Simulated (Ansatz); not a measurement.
**Al vacancy in La2AlCo2C**

Computed with the plane-wave PAW code Ansatz (scalar-relativistic, PAW set soft_2): PBE, no spin polarisation, 420 eV cutoff, k-mesh 3×3×3.

The relaxed host crystal (no gap at this level of theory):

```
La Al Co C
1.0
    -2.09650    3.04899    4.50027
     2.09650   -3.04899    4.50027
     2.09650    3.04899   -4.50027
La Al Co C
2 1 2 1
Cartesian
  2.0965 0.0000 1.7290
  0.0000 3.0490 2.7713
  0.0000 0.0000 4.5003
  0.0000 1.7693 0.0000
  0.0000 4.3286 0.0000
  0.0000 0.0000 0.0000
```

Supercell of 24 atoms, rows of the matrix [[-1,-1,-2],[1,-1,0],[-1,-1,0]] times the cell vectors; Al vacancy at (0.500, 0.500, 0.000) in fractions of the cell above. Atoms are relaxed at the host's cell, from a start shaken by 0.03 Å near the defect. The cell loses 1 of its 4 Al, so this is a heavily defective crystal.

Distances from the empty Al site (Å), by shell of the perfect crystal:

```
shell  perfect crystal  relaxed, charge 0
 4 Co             2.46               2.48
```

```json
{"charge": "0", "gap of the cell on the mesh (eV)": "0.00"}
```

Formation energy of the neutral defect: 2.89 eV, taking atoms from and to the elements' standard states (no corrections for gases), so it belongs to those chemical potentials alone.

Caveats: a metal with Cr, Mn, Fe, Co or Ni was run without spin, and may be magnetic; small supercell, so energies and levels can be off by tenths of an eV; one random start near the defect, so other minima are possible.
